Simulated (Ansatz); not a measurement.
## Cs₂TlBiSe₆: single run (Ansatz)

Input:

```yaml
crystal:
  lattice:
    - [0.0, 5.531965, 5.531965]
    - [5.531965, 0.0, 5.531965]
    - [5.531965, 5.531965, 0.0]
  atoms:
    - { symbol: Tl, position: [0.5, 0.5, 0.5] }
    - { symbol: Cs, position: [0.25, 0.25, 0.25] }
    - { symbol: Cs, position: [0.75, 0.75, 0.75] }
    - { symbol: Se, position: [0.77, 0.23, 0.23] }
    - { symbol: Se, position: [0.23, 0.77, 0.23] }
    - { symbol: Se, position: [0.23, 0.77, 0.77] }
    - { symbol: Se, position: [0.77, 0.23, 0.77] }
    - { symbol: Se, position: [0.23, 0.23, 0.77] }
    - { symbol: Se, position: [0.77, 0.77, 0.23] }
    - { symbol: Bi, position: [0.0, 0.0, 0.0] }
  symmetry: { tolerance: 0.0003 }
kpoints:
  mp_grid: { grid: [3, 3, 3], shift: [0, 0, 0] }
magnetization:
  spin_polarized: false
scf:
  occupations: { method: fermi_dirac }
hamiltonian:
  pseudopotentials: { kind: paw }
  xc: r2scan
basis:
  ecutwfc: "500 eV"
output:
  forces: true
  stress: true
  eigenvalues: true
```

Launch command:

```bash
ansatz run input.yaml --threads 1 --pin off --max-ram 2560MiB --backend cpu --events-out ev --progress --plain --runs-dir out
```

Origin of the cell: a known structure type with other elements, at an estimated volume, so it need not be a known compound.

The smearing width isn't typed, so it takes its default of 0.1 eV.

Output (shortened):

```
Pseudopotentials: kind: paw
Pseudopotential: Tl, paw, valence charge 13, recommended cutoff 500 eV (meta_gga), Tl.paw.azcp
Pseudopotential: Cs, paw, valence charge 9, recommended cutoff 500 eV (meta_gga), Cs.paw.azcp
Pseudopotential: Se, paw, valence charge 16, recommended cutoff 500 eV (meta_gga), Se.paw.azcp
Pseudopotential: Bi, paw, valence charge 15, recommended cutoff 500 eV (meta_gga), Bi.paw.azcp
Functional definition: r2SCAN
  exchange = r2scan_x(k0 = k0, k1 = k1, a1 = a1)
  correlation = r2scan_c
Crystal: 10 atoms, lattice volume = 338.585 Å³
Basis set: ecut = 500 eV, 8609 PW (Γ), exchange–correlation on 240×240×240 points (64 copies of the dense FFT grid, shifted against one another)
Bands: 86, of which v1, the nominal top of the filled ones, is band 71 counted from 1 (70 counted from 0)
[… 15 lines left out …]
Initial density: superposition of atomic densities (neutral atoms: chi_scale 0, normalization atom), corrected by the library's trained network
Functional: x = r2scan, c = r2scan; τ floored in thin density (d = 2e-4 eV/Å³)
SCF iter   1: F=—  HF=-68112.111910 eV  Δρ=4.17e-3  dr2=5.63e-2  dr2_τ=2.56e-2  defer=13
SCF iter   2: F=—  HF=-68112.175822 eV  Δρ=1.97e-3  dr2=1.51e-2  dr2_τ=1.74e-3  defer=26
SCF iter   3: F=—  HF=-68112.166157 eV  Δρ=4.91e-4  dr2=9.70e-4  dr2_τ=7.37e-5  defer=26
SCF iter   4: F=—  HF=-68112.166002 eV  Δρ=1.35e-4  dr2=6.39e-5  dr2_τ=4.57e-6  defer=26
SCF iter   5: F=—  HF=-68112.166189 eV  Δρ=3.36e-5  dr2=5.85e-6  dr2_τ=3.11e-7  defer=26
SCF iter   6: F=—  HF=-68112.166190 eV  Δρ=9.62e-6  dr2=4.10e-7  dr2_τ=4.40e-8  defer=26
SCF iter   7: F=-68112.166191 eV  HF=-68112.166191 eV  Δρ=3.16e-6  dr2=2.96e-8  dr2_τ=1.66e-9
SCF 1 converged in 7 iterations: F = -68112.166191 eV  dr2 = 2.96e-8
SCF converged after 7 iterations
Free energy (F): -68112.166191 eV
Harris-Foulkes:  -68112.166191 eV  (|F-HF|=2.90e-8)
Internal energy: -68111.878486 eV  (E = F + TS)
E sigma→0 (E₀):  -68112.022338 eV
Entropy (-TS):   -0.287705 eV (-28.771 meV/atom)
Fermi energy:    5.507456 eV
--- Per-component energies (eV) ---
  E_band       = -2825.964861
  E_kinetic    = 1638.722073
  E_local      = -21314.537561  (includes V_loc(G=0)·N_el)
  E_nonlocal   = -2628.613785
  E_hartree    = 10006.539824
  E_xc         = -1270.460800
  E_vxc        = -1217.845471  (∫ρ·V_xc dr)
  E_paw        = -42624.486183  (= ΣΔE_a)
  E_vpaw       = 615.972101  (= ΣTr[D̂ρ^β])
  E_aug_tail   = -0.001454  (compensation charges beyond the density's cutoff)
  E_vtau       = 67.270661  (kinetic-family band-sum trace: ∫τ·v_τ [+ j·A + Jᵃ·Aᵃ] dr)
  E_ewald      = -11910.467044
  E_core_change = -8.573555  (= ΣΔE_core)
  E_smearing   = -0.287705  (= −TS)
  Σ components = -68112.166191   (vs F -68112.166191, Δ=0.00e0)
--- Forces (eV/Å), atoms counted from 1 ---
  atom   1  Tl     0.000000    -0.000000     0.000000
  atom   2  Cs    -0.000000    -0.000000    -0.000000
  atom   3  Cs    -0.000000     0.000000    -0.000000
  atom   4  Se     2.035398     0.000000     0.000000
  atom   5  Se    -0.000000     2.035398    -0.000000
  atom   6  Se    -2.035398    -0.000000     0.000000
  atom   7  Se     0.000000    -2.035398     0.000000
  atom   8  Se     0.000000     0.000000     2.035398
  atom   9  Se     0.000000     0.000000    -2.035398
  atom  10  Bi     0.000000    -0.000000     0.000000
  max |Σ_I F_I| component: 8.88e-16 eV/Å
--- Stress (GPa, compression-positive) ---
        3.484875       0.000000      -0.000000
        0.000000       3.484875      -0.000000
       -0.000000      -0.000000       3.484875
  P = ⅓ Tr σ = 3.4849 GPa (34.849 kbar)
```

Caveats: no spin-orbit coupling, though heavy elements are present; the k mesh is coarse if the cell is a metal.

It ran for 20 s on 1 thread of Intel(R) Xeon(R) Platinum 8488C (Sapphire Rapids), on a shared host, peak memory 1.7 GiB, from the program's own first density.
